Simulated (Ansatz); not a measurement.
## Two states of KNi2AsO4

```xyz
8
Lattice="-2.8180 2.8180 3.3804 2.8180 -2.8180 3.3804 2.8180 2.8180 -3.3804" Properties=species:S:1:pos:R:3 pbc="T T T"
Ni    2.8180    0.0000    1.6902
Ni    0.0000    2.8180    1.6902
As    0.0000    0.0000    0.0000
K     0.0000    0.0000    3.3804
O     1.8739   -1.8739    2.4609
O     0.9440    0.9440    0.9195
O    -1.8739    1.8739    2.4609
O     1.8739    1.8739    4.2999
```

Single point in Ansatz 0.2.0 with r2SCAN. Cutoff 500 eV, PAW datasets, 5×5×5 Γ-centred k mesh, fermi-dirac filling (width 0.1 eV).

State A: Ni1 up, Ni2 up (collinear spin). State B: Ni1 up, Ni2 down (collinear spin).

Problem. Which state is lower, and how do they differ?

Solution. State A is lower by 0.1 meV an atom at zero smearing; in free energy at this smearing B lies +1.2 meV an atom from A. So small a gap isn't resolved on this mesh where a state is a metal.

| state | free energy (meV/atom) | largest moment in a small sphere (μB) | net moment (μB/cell) | gap on mesh (eV) | pressure (GPa) | largest force (eV/Å) |
| --- | --- | --- | --- | --- | --- | --- |
| A | 0.0 | 1.04 | 2.16 | metal | 5.7 | 4.33 |
| B | 1.2 | 1.03 | 0.00 | 0.34 | 5.6 | 4.30 |

Origin: a known structure type with other elements, at an estimated volume, so it need not be a known compound. Caveats: semilocal functionals often miss the gap of such magnets; the k mesh is coarse if the cell is a metal; atoms or cell far from equilibrium; the gap is not wide against the smearing.
